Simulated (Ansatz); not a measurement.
Does relaxation matter for the field gradients of ZnS with nitrogen replacing S?

Start: a supercell of ZnS (space group P6_3mc) built from an entry of the Crystallography Open Database (COD) (the entry's cell lengths or inner coordinates differ somewhat from later room-temperature determinations), with all atoms left at the host's positions.

Space group P31m (No. 157); a = 6.6026, c = 18.6900 Å, γ = 120.00°.

| site | Wyckoff | site symmetry | x | y | z |
| --- | --- | --- | --- | --- | --- |
| Zn1 | 3c | ..m | 0.6667 | 0.0000 | 0.0000 |
| Zn4 | 3c | ..m | 0.6667 | 0.0000 | 0.5000 |
| Zn7 | 3c | ..m | 0.0000 | 0.3333 | 0.1667 |
| Zn10 | 1a | 3.m | 0.0000 | 0.0000 | 0.6667 |
| Zn11 | 2b | 3.. | 0.3333 | 0.6667 | 0.6667 |
| Zn13 | 1a | 3.m | 0.0000 | 0.0000 | 0.3333 |
| Zn14 | 2b | 3.. | 0.3333 | 0.6667 | 0.3333 |
| Zn16 | 3c | ..m | 0.0000 | 0.3333 | 0.8333 |
| S19 | 3c | ..m | 0.6667 | 0.0000 | 0.1250 |
| S22 | 3c | ..m | 0.6667 | 0.0000 | 0.6250 |
| S25 | 3c | ..m | 0.0000 | 0.3333 | 0.2917 |
| S28 | 1a | 3.m | 0.0000 | 0.0000 | 0.7917 |
| S29 | 2b | 3.. | 0.3333 | 0.6667 | 0.7917 |
| N | 1a | 3.m | 0.0000 | 0.0000 | 0.4583 |
| S32 | 2b | 3.. | 0.3333 | 0.6667 | 0.4583 |
| S34 | 3c | ..m | 0.0000 | 0.3333 | 0.9583 |

One atom of each set is listed.

Method: Kohn–Sham DFT in Ansatz, PBE, plane waves and PAW, scalar-relativistic, 420 eV cutoff, Γ-centred 3×3×1 k-points, Fermi–Dirac smearing 0.01 eV, cell charge -1.

The largest force at the start is 2.6 eV/Å. Relaxing the ions at fixed cell moves them by 0.377 Å at most (atom 13, Zn) and 0.139 Å rms.

| site | moved (Å) | first shell before | first shell after | V_zz before (10²¹ V/m²) | η before |
| --- | --- | --- | --- | --- | --- |
| Zn1 | 0.033 | 4 S at 2.33–2.34 Å | 4 S at 2.34–2.35 Å | -0.63 | 0.01 |
| Zn4 | 0.370 | 3 S at 2.33–2.34 Å, 1 N at 2.33 Å | 1 N at 1.97 Å, 3 S at 2.44–2.47 Å | 1.52 | 0.47 |
| Zn7 | 0.104 | 4 S at 2.33–2.34 Å | 4 S at 2.31–2.37 Å | -1.25 | 0.06 |
| Zn11 | 0.138 | 4 S at 2.33–2.34 Å | 4 S at 2.33–2.41 Å | 1.43 | 0.00 |
| Zn13 | 0.377 | 3 S at 2.33 Å, 1 N at 2.34 Å | 1 N at 1.96 Å, 3 S at 2.42 Å | -1.19 | 0.00 |
| S19 | 0.034 | 4 Zn at 2.33–2.34 Å | 4 Zn at 2.34–2.37 Å | 0.53 | 0.18 |
| S29 | 0.059 | 4 Zn at 2.33–2.34 Å | 4 Zn at 2.34–2.41 Å | -1.16 | 0.00 |
| N | 0.004 | 4 Zn at 2.33–2.34 Å | 4 Zn at 1.96–1.97 Å | 1.09 | 0.00 |
| S32 | 0.049 | 4 Zn at 2.33–2.34 Å | 4 Zn at 2.31–2.44 Å | 2.35 | 0.00 |
| S34 | 0.008 | 4 Zn at 2.33–2.34 Å | 4 Zn at 2.35–2.36 Å | -0.44 | 0.00 |

Question: How do the gradients change?

Answer: 

```
site  V_zz after  η after  change of V_zz
 Zn1       -0.71     0.14           -0.08
 Zn4       -8.12     0.23               –
 Zn7       -1.96     0.26           -0.71
Zn11        2.88     0.00           +1.45
Zn13       -8.48     0.00           -7.29
 S19        1.13     0.19           +0.60
 S29       -0.79     0.00           +0.37
   N       -0.15     0.00           -1.24
 S32       -0.38     0.00           -2.73
 S34        0.18     0.50           +0.62
```

The largest change of V_zz along a kept axis is on Zn13, from -1.19 to -8.48. Where |V_zz| stays above 0.1 and the axes keep their order, η moves most on S34, from 0.00 to 0.50. On S19 V_xx and V_yy change places (or their axes turn by over 50°), so the two values of η hide a larger change. V_zz changes sign on S32 (same axis), N (same axis), S34 (axis turned by 31°). On Zn4 the largest principal value lies along another axis in the second run, so the two V_zz can't be compared directly. The table leaves out 6 of the 16 sites, with |V_zz| up to 2.15; their tensors move by 1.09 at most along any direction. The statements above cover all sites. The host's own positions weren't relaxed first, so part of the change far from the defect can be the host's relaxation.

The defect repeats with the cell of 36 atoms, so it feels its images: sites between two images don't show the values beside a lone defect, and zeros or small values of η there can come from the images' arrangement. S and Zn carry a gradient in the pure host already, so the values there aren't the defect's effect alone. A uniform background compensates the cell's charge.
Before: With a gap of 0.3 eV on this mesh, small gradients can still move by 0.1 × 10²¹ V/m² or more as the k-mesh gets denser. The neighbours have not yet relaxed around the defect (largest force 2.6 eV/Å), so a real crystal will differ.
After: The relaxation keeps the site symmetry 3m of the start, so the impurity can move only along its axis; a start off the site could end lower.
